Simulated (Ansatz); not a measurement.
SiO2 (rutile)

```xyz
6
Lattice="4.1852 0.0000 0.0000 0.0000 4.1852 0.0000 0.0000 0.0000 2.6688" Properties=species:S:1:pos:R:3 pbc="T T T"
Si     2.0926     2.0926     1.3344
Si     0.0000     0.0000     0.0000
O      3.3737     3.3737     1.3344
O      1.2811     2.9041     0.0000
O      2.9041     1.2811     0.0000
O      0.8115     0.8115     1.3344
```

The slice is a (-1 2 0) plane (indices of the conventional cell) through the point (0.500, 0.500, 0.500) (fractional), spanned by u = [001] and v = [210] in vectors of this cell: u (2.67 Å) and v (9.36 Å, at 90° to u). It covers one period; positions are fractions (u, v).

Method: r2SCAN (plane waves to 500 eV, PAW, scalar-relativistic; Ansatz, a quantum-chemistry and plane-wave program). k mesh 8×8×12. Inside the PAW spheres the values are not all-electron values, and peaks at nuclei hang on which shells count as valence. SiO2 was relaxed with its symmetry unable to fall.

**Question.** Sketch the valence electron density on this plane as a map.

**Answer.** 
```
|:-+++++-|
|++=====+|
|#*=-:-=*|
|%#+-:-+#|
|@%*-:-*%|
|@%*---*%|
|**+===+*|
|===+*+==|
|:-=*#*=-|
|:-+#%#+-|
|::=*#*=:|
|::-=+=-:|
|...:::..|
|        |
|...:::..|
|::-=+=-:|
|::=*#*=:|
|:-+#%#+-|
|:-=*#*=-|
|===+*+==|
|**+===+*|
|@%*---*%|
|@%*-:-*%|
|%#+-:-+#|
|#*=-:-=*|
|++=====+|
|:-+++++-|
| :+++++:|
```
Scale: ten equal steps from -1.37 (start of ' ') to 0.36 (end of '@'), in the order ' .:-=+*#%@'. Values: log₁₀ of the valence density in e/Å³. The map has 8 points along u (one character each, u = 0 at the left) and 28 along v (v = 0 in the bottom row). The scale is logarithmic, as a density can span decades between atoms and voids.
